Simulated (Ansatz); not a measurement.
Geometry optimisation in Ansatz: input, command and trajectory.

```yaml
crystal:
  lattice:
    - [-2.6265257178, 2.6265257178, 4.3077722569]
    - [2.6265257178, -2.6265257178, 4.3077722569]
    - [2.6265257178, 2.6265257178, -4.3077722569]
  atoms:
    - { symbol: Sb, position: [0.0, 0.0, 0.0] }
    - { symbol: I, position: [0.593, 0.593, 0.0] }
    - { symbol: I, position: [0.407, 0.407, 0.0] }
basis:
  ecutwfc: 420
kpoints:
  mp_grid: { grid: [6, 6, 6] }
hamiltonian:
  xc: pbe
scf:
  occupations: { method: gaussian, width: 0.1 }
  lower_state_search: "off"
output:
  forces: true
  stress: true
  eigenvalues: true
relax:
  adjacent_minimum: "off"
  f_tol: 0.04
  max_steps: 70
  cell: { stress_tol: 0.4 }
```

```bash
ansatz run input.yaml --threads 1 --pin off --max-ram 2560MiB --backend cpu --events-out ev --progress --plain --runs-dir out
```

Computed with Ansatz 0.2.0, DFT PBE, scalar-relativistic, plane waves, PAW.

Of 12 frames 10 are shown, positions in Å and forces in eV/Å; the SCF threshold varies from step to step. Steps run on the plane waves of an earlier cell, with a Pulay correction in the pressure. The basis is chosen afresh for the last frame, the zero of the energies, and at times for earlier ones too; energy and pressure step there, also at an unchanged geometry.

```xyz
3
Lattice="-2.6265 2.6265 4.3078 2.6265 -2.6265 4.3078 2.6265 2.6265 -4.3078" Properties=species:S:1:pos:R:3:forces:R:3 pbc="T T T" step=1 free_energy_over_end_meV_per_atom=12260.75 pressure_GPa=89.57
Sb    0.0000    0.0000    0.0000    0.0000    0.0000    0.0000
I     0.0000    0.0000    5.1090    0.0000    0.0000  126.4997
I     0.0000    0.0000    3.5065    0.0000    0.0000 -126.4997
3
Lattice="-2.6260 2.6260 4.3639 2.6260 -2.6260 4.3639 2.6260 2.6260 -4.3639" Properties=species:S:1:pos:R:3:forces:R:3 pbc="T T T" step=2 free_energy_over_end_meV_per_atom=2835.46 pressure_GPa=26.27
Sb    0.0000    0.0000    0.0000    0.0000    0.0000    0.0000
I     0.0000    0.0000    5.3731    0.0000    0.0000   30.3066
I     0.0000    0.0000    3.3547    0.0000    0.0000  -30.3066
3
Lattice="-2.6180 2.6180 4.5767 2.6180 -2.6180 4.5767 2.6180 2.6180 -4.5767" Properties=species:S:1:pos:R:3:forces:R:3 pbc="T T T" step=3 free_energy_over_end_meV_per_atom=1611.54 pressure_GPa=13.96
Sb    0.0000    0.0000    0.0000    0.0000    0.0000    0.0000
I     0.0000    0.0000    5.6668    0.0000    0.0000   16.7140
I     0.0000    0.0000    3.4866    0.0000    0.0000  -16.7140
3
Lattice="-2.5345 2.5345 4.8712 2.5345 -2.5345 4.8712 2.5345 2.5345 -4.8712" Properties=species:S:1:pos:R:3:forces:R:3 pbc="T T T" step=5 free_energy_over_end_meV_per_atom=467.94 pressure_GPa=1.36
Sb    0.0000    0.0000    0.0000    0.0000    0.0000    0.0000
I     0.0000    0.0000    6.1626    0.0000    0.0000    3.8696
I     0.0000    0.0000    3.5798    0.0000    0.0000   -3.8696
3
Lattice="-2.4620 2.4620 4.9069 2.4620 -2.4620 4.9069 2.4620 2.4620 -4.9069" Properties=species:S:1:pos:R:3:forces:R:3 pbc="T T T" step=6 free_energy_over_end_meV_per_atom=255.38 pressure_GPa=-0.49
Sb    0.0000    0.0000    0.0000    0.0000    0.0000    0.0000
I     0.0000    0.0000    6.3014    0.0000    0.0000    2.0749
I     0.0000    0.0000    3.5124    0.0000    0.0000   -2.0749
3
Lattice="-2.3433 2.3433 4.8776 2.3433 -2.3433 4.8776 2.3433 2.3433 -4.8776" Properties=species:S:1:pos:R:3:forces:R:3 pbc="T T T" step=7 free_energy_over_end_meV_per_atom=56.51 pressure_GPa=-0.24
Sb    0.0000    0.0000    0.0000    0.0000    0.0000    0.0000
I     0.0000    0.0000    6.4046    0.0000    0.0000    1.1744
I     0.0000    0.0000    3.3505    0.0000    0.0000   -1.1744
3
Lattice="-2.2155 2.2155 4.8853 2.2155 -2.2155 4.8853 2.2155 2.2155 -4.8853" Properties=species:S:1:pos:R:3:forces:R:3 pbc="T T T" step=8 free_energy_over_end_meV_per_atom=24.23 pressure_GPa=2.40
Sb    0.0000    0.0000    0.0000    0.0000    0.0000    0.0000
I     0.0000    0.0000    6.5583    0.0000    0.0000   -0.3167
I     0.0000    0.0000    3.2124    0.0000    0.0000    0.3167
3
Lattice="-2.3095 2.3095 4.8232 2.3095 -2.3095 4.8232 2.3095 2.3095 -4.8232" Properties=species:S:1:pos:R:3:forces:R:3 pbc="T T T" step=10 free_energy_over_end_meV_per_atom=1.03 pressure_GPa=0.58
Sb    0.0000    0.0000    0.0000    0.0000    0.0000    0.0000
I     0.0000    0.0000    6.4582    0.0000    0.0000    0.1081
I     0.0000    0.0000    3.1882    0.0000    0.0000   -0.1081
3
Lattice="-2.3256 2.3256 4.8607 2.3256 -2.3256 4.8607 2.3256 2.3256 -4.8607" Properties=species:S:1:pos:R:3:forces:R:3 pbc="T T T" step=11 free_energy_over_end_meV_per_atom=0.17 pressure_GPa=-0.11
Sb    0.0000    0.0000    0.0000    0.0000    0.0000    0.0000
I     0.0000    0.0000    6.5244    0.0000    0.0000   -0.0069
I     0.0000    0.0000    3.1969    0.0000    0.0000    0.0069
3
Lattice="-2.3256 2.3256 4.8607 2.3256 -2.3256 4.8607 2.3256 2.3256 -4.8607" Properties=species:S:1:pos:R:3:forces:R:3 pbc="T T T" step=12 free_energy_over_end_meV_per_atom=0.00 pressure_GPa=-0.21
Sb    0.0000    0.0000    0.0000    0.0000    0.0000    0.0000
I     0.0000    0.0000    6.5244    0.0000    0.0000   -0.0066
I     0.0000    0.0000    3.1969    0.0000    0.0000    0.0066
```

The start puts this composition into another compound's structure type, which needn't suit it. At the end the space group is I4/mmm (tolerance 0.05 Å).

The run took 90 s on 1 thread of Arm Neoverse V1 (shared host), peak memory 0.43 GiB.

The k mesh is coarse. Spin polarisation was left out, and a magnetic state may lie lower.